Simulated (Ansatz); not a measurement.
MoW:
```
CELL_PARAMETERS angstrom
      3.17229     0.00000     0.00000
      0.00000     3.17229     0.00000
      0.00000     0.00000     3.17229
ATOMIC_POSITIONS crystal
  Mo 0.00000 0.00000 0.00000
  W  0.50000 0.50000 0.50000
```

Relaxed with PBE. Special points in fractions of this cell's reciprocal vectors: Γ (0.000, 0.000, 0.000); X (0.000, 0.500, 0.000); M (0.500, 0.500, 0.000); R (0.500, 0.500, 0.500).

**Question.** List the band energies nearest the Fermi level at these points for PBE with spin–orbit coupling (plane waves, PAW; program Ansatz).

**Answer.** In eV from the Fermi level; about four levels below and three above (degenerate sets whole), none deeper than 8.9 eV; points with the same levels are listed once.

```json
[
 {"k": "Γ", "below": "-1.40 -1.40 -1.40 -1.40 -1.10 -1.10", "above": "1.92 1.92 1.92 1.92"},
 {"k": "X", "below": "-0.60 -0.60 -0.24 -0.24", "above": "0.82 0.82 1.44 1.44"},
 {"k": "M", "below": "-3.47 -3.47 -3.39 -3.39", "above": "0.68 0.68 1.37 1.37"},
 {"k": "R", "below": "-2.63 -2.63 -2.63 -2.63", "above": "2.38 2.38 2.38 2.38"}
]
```

Space group Pm-3m (CsCl type). The start of the workflow was typed in or built on a structure type; neither database checked (COD, Materials Project) lists it. Its standing as an ambient phase is unchecked. The PBE relaxation kept the symmetry of its start; its stability against distortions is not shown here. The run is not spin-polarised.

Potentials: the earlier of the program's two PAW sets.
